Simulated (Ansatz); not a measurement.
Trial inputs on Be$_{2}$Si

The reference input for Ansatz (plane-wave DFT with PAW):

```yaml
crystal:
  lattice:
    - [0.0, 2.64, 2.64]
    - [2.64, 0.0, 2.64]
    - [2.64, 2.64, 0.0]
  atoms:
    - { symbol: Be, position: [0.75, 0.75, 0.75] }
    - { symbol: Be, position: [0.25, 0.25, 0.25] }
    - { symbol: Si, position: [0.0, 0.0, 0.0] }
basis:
  ecutwfc: 420
kpoints:
  mp_grid: { grid: [8, 8, 8] }
hamiltonian:
  xc: pbe
scf:
  occupations: { method: gaussian, width: 0.1 }
output:
  forces: true
  stress: true
  eigenvalues: true
```

Command:

```bash
ansatz run input.yaml --threads 1 --pin off --max-ram 1331MiB --backend cpu --events-out ev --progress --plain --runs-dir out
```

The run converges in 6 SCF iterations on 29 irreducible k-points: pressure 0.17 GPa, no gap.

These settings were drawn at random to show what each does; none of the numbers is a converged property of the crystal. Each trial's input is given as a difference from the reference's; energies are extrapolated to zero smearing where there is one, and pressure is positive in compression. Charged cells sit in a uniform background, and their pressures hang on that convention.

Question: Trial 1:

```diff
+total_charge: -1
 basis:
+  ecutrho_ratio: 4
 hamiltonian:
+  dispersion: d4
 scf:
-  occupations: { method: gaussian, width: 0.1 }
+  occupations: { method: methfessel_paxton, width: 0.015 }
```

How does this run end?

Answer: The run converges in 6 SCF iterations on 29 irreducible k-points: pressure 54.05 GPa (with the neutralising background of the charged cell), no gap.

Question: Trial 2:

```diff
 crystal:
   atoms:
-    - { symbol: Si, position: [0.0, 0.0, 0.0] }
+    - { symbol: Si, position: [0.0, 0.0, 0.0], spin: 1.0 }
 kpoints:
-  mp_grid: { grid: [8, 8, 8] }
+  mp_grid: { grid: [1, 1, 1] }
 scf:
+  lower_state_search: "off"
 output:
+  populations: true
+magnetization:
+  spin_polarized: true
```

How does this run end?

Answer: The run converges in 11 SCF iterations on 1 irreducible k-point: energy 5.82 eV per atom above the reference, pressure 46.62 GPa, gap on the sampled k-points 2.89 eV (the reference is a metal, so it comes from the sampling or the changed settings), cell moment 6.00 μB (the reference has none, and so few k-points can make one). It warns that the state wasn't tested for a lower one.